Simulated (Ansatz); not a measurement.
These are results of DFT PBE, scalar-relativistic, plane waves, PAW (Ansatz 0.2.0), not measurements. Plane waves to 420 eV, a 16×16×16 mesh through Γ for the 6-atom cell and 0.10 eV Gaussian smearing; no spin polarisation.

The zero of energy is the elements' standard structures at the same level; no fitted shifts are applied.

Question: Find a candidate tetragonal metal with formula ZrTi2C3, with a formation energy near −0.76 eV/atom and about 11 Å³ per atom, in a cell of 6 atoms.

Answer: ZrTi2C3, space group I4/mmm (No. 139). Zr is surrounded by 6 C at 2.25–2.30 Å, 4 Zr at 3.18 Å and 8 Ti at 3.20 Å; Ti has 1 C at 2.11 Å, 5 C at 2.25–2.28 Å, 8 Ti at 3.09–3.18 Å and 4 Zr at 3.20 Å; C on a site of symmetry 4mm has 1 Ti at 2.11 Å, 4 Ti at 2.25 Å and 1 Zr at 2.30 Å; around C on a site of symmetry 4/mmm lie 4 Zr at 2.25 Å and 2 Ti at 2.28 Å.

Space group I4/mmm (No. 139). a = 3.176 Å, b = 3.176 Å, c = 13.373 Å, α = 90.00°, β = 90.00°, γ = 90.00°
```csv
atom,site,symmetry,x,y,z
Zr,2a,4/mmm,0.0000,0.0000,0.0000
Ti,4e,4mm,0.5000,0.5000,0.1705
C,4e,4mm,0.5000,0.5000,0.3279
C,2b,4/mmm,0.5000,0.5000,0.0000
```

- Volume per atom: 11.24 Å³
- Density: 5.49 g/cm³
- Formation energy: −0.76 eV/atom
- Gap on the 16×16×16 mesh of the 6-atom cell: 0 eV (a metal)

It was reached by relaxing an invented guess, and it needn't be the stable form of this composition. Other answers may fit too; this one was computed.

The reference form of C is held partly by dispersion forces, which this level lacks. A structure relaxed within its symmetry needn't be a true minimum. Another cell of ZrTi2C3 relaxed alike, in P-3m1, lies 22 meV/atom lower, so this cell isn't the stable form at this level.
